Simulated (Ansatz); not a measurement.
An elastic tensor (GPa, Voigt order, standard axes) from r²SCAN (plane waves, PAW; program Ansatz):

```
 390   148   112   0.0   0.0   0.0
 148   418   134   0.0   0.0   0.0
 112   134   411   0.0   0.0   0.0
 0.0   0.0   0.0  97.3   0.0   0.0
 0.0   0.0   0.0   0.0  93.8   0.0
 0.0   0.0   0.0   0.0   0.0   137
```

Task: Pick the material that matches.
A. SiO2, Pbcn (Si on 4c, O on 8d)
B. BaMgF4, Cmcm (Pearson symbol oS24)
C. Si, Cmcm (Si on 8f, Si on 8f, Si on 8f)
D. HfO2, Pca2_1 (Hf on 4a, O on 4a, O on 4a)

Result: D, HfO2, Pca2_1 (Hf on 4a, O on 4a, O on 4a)

Symmetry was held in the r²SCAN relaxation. No spin polarisation was allowed. Spin–orbit coupling is left out wherever it is not named.

Potentials: the earlier of the program's two PAW sets.
